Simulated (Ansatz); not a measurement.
Na₂Te (anti-fluorite)

```xyz
3
Lattice="0.0000 3.6393 3.6393 3.6393 0.0000 3.6393 3.6393 3.6393 0.0000" Properties=species:S:1:pos:R:3 pbc="T T T"
Na     1.8197     1.8197     1.8197
Na     5.4590     5.4590     5.4590
Te     0.0000     0.0000     0.0000
```

The slice is a {100} plane (indices of the conventional cell) through the point (0.750, 0.750, 0.750) (fractional), spanned by u = [100] and v = [0 1 -1] in vectors of this cell: u (5.15 Å) and v (5.15 Å, at 90° to u). It covers one period; positions are fractions (u, v).

Level of theory: r2SCAN (plane waves to 500 eV, PAW, scalar-relativistic; Ansatz, an electronic-structure program). k mesh 8×8×8. Inside the PAW spheres the values are not all-electron values, and peaks at nuclei hang on which shells count as valence. Na2Te was relaxed with its symmetry unable to fall. Spin-orbit coupling is left out, though Te is heavy.

Predict the map of the valence electron density on the slice.


| v \ u | 0.00 | 0.09 | 0.19 | 0.28 | 0.38 | 0.47 | 0.56 | 0.66 | 0.75 | 0.84 | 0.94 |
|---|---|---|---|---|---|---|---|---|---|---|---|
| 0.88 | 0.1 | -0.5 | -1.4 | -1.5 | -1.3 | -1.2 | -1.2 | -1.4 | -1.5 | -1.1 | -0.2 |
| 0.75 | -1.4 | -1.4 | -1.6 | -1.6 | -1.5 | -1.4 | -1.4 | -1.5 | -1.6 | -1.5 | -1.4 |
| 0.62 | -1.2 | -1.3 | -1.4 | -1.5 | -0.8 | 0.1 | -0.2 | -1.1 | -1.5 | -1.4 | -1.2 |
| 0.50 | -1.1 | -1.2 | -1.3 | -1.3 | 0.1 | 1.3 | 1.1 | -0.5 | -1.4 | -1.3 | -1.1 |
| 0.38 | -1.2 | -1.3 | -1.4 | -1.5 | -0.8 | 0.1 | -0.2 | -1.1 | -1.5 | -1.4 | -1.2 |
| 0.25 | -1.4 | -1.4 | -1.6 | -1.6 | -1.5 | -1.4 | -1.4 | -1.5 | -1.6 | -1.5 | -1.4 |
| 0.12 | 0.1 | -0.5 | -1.4 | -1.5 | -1.3 | -1.2 | -1.2 | -1.4 | -1.5 | -1.1 | -0.2 |
| 0.00 | 1.3 | 0.7 | -0.9 | -1.4 | -1.2 | -1.1 | -1.1 | -1.3 | -1.4 | -0.5 | 1.1 |

Values: log₁₀ of the valence density in e/Å³. The scale is logarithmic, as a density can span decades between atoms and voids.
